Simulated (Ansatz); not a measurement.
Tl3CrF6 in space group Fm-3m (No. 225; Cr on 4a, Tl on 8c, Tl on 4b, F on 24e), r²SCAN+D4 (plane waves, PAW; program Ansatz). The conduction-band minimum lies at W, with 6 equivalent valleys. Second derivatives d²E/dk² of the lowest band at one valley (eV·Å²), along Cartesian directions:

```
direction  d²E/dk²
---------  -------
[100]        14.11
[010]        17.86
[001]        14.11
[110]        15.99
[101]        14.11
[011]        15.99
```

Find the principal effective masses, the density-of-states mass and the conductivity mass.

Off-diagonal terms follow from H_xy = H[110] − (H_xx + H_yy)/2, and m*/mₑ = 7.620 eV·Å² over each eigenvalue: 0.43, 0.54, 0.54. One valley's DOS mass (m₁m₂m₃)^(1/3) = 0.50, conductivity mass 3/(Σ 1/mᵢ) = 0.50 mₑ.

What effective density of states Nc follows at 300 K for parabolic valleys?

Nc = 2.509e19 × 6 × (0.50)^(3/2) / 2 (one spin channel) ≈ 2.7e19 cm⁻³.

The first step of the workflow began from a Materials Project structure, measured or hypothetical; the Crystallography Open Database copy checked does not list it. Its standing as an ambient phase is unchecked. The cell was relaxed with r²SCAN+D4 under the symmetry of its start; its stability against distortions is not shown here. The final state is ferromagnetic, chosen from 3 collinear starts compared on coarse meshes (ties went to the first, and starts can fall back to one state), not a proven ground state. Other orbital occupations within this spin state were not tried. No Hubbard U is applied. Scalar-relativistic: spin–orbit coupling is off unless named, which matters more the heavier the elements.

Potentials: the later of the program's two PAW sets.

Edges and masses are those of Kohn–Sham bands, whose gap is no quasiparticle gap.
